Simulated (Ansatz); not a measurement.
A distorted cell of CdTe (zinc blende):

```
CELL_PARAMETERS angstrom
      0.00000     3.30902     3.30902
      3.30902     0.00000     3.30902
      3.30902     3.30902     0.00000
ATOMIC_POSITIONS crystal
  Te 0.58681 0.91319 0.69560
  Cd 0.00000 0.00000 0.00000
```

These are PBE (plane waves to 420 eV, PAW, scalar-relativistic; Ansatz, a first-principles code) values and carry that method's errors. k mesh 7×7×7 (Γ-centred), Fermi-Dirac smearing 0.05 eV. Energies are smeared free energies. Compression counts positive. CdTe was relaxed with its symmetry unable to fall. Spin-orbit coupling is left out, though Te is heavy.

What forces act on the atoms (eV/Å, Cartesian)?


| atom | Fx | Fy | Fz |
|---|---|---|---|
| Te1 | -3.205 | 3.071 | 4.162 |
| Cd2 | 3.205 | -3.071 | -4.162 |

What is the stress tensor (GPa)?


```
    8.6     -6.5    -12.1
   -6.5      3.5      7.8
  -12.1      7.8     14.2
```
The pressure, a third of the trace, is 8.8 GPa.

In it atom 1 sits (0.360, -0.720, 0.000) Å away from its relaxed site. What is its energy relative to the relaxed cell?

1454 meV/cell.

(A displaced cell: forces are minus the slopes of the energy, force constants its curvatures, and phonons follow from these.)
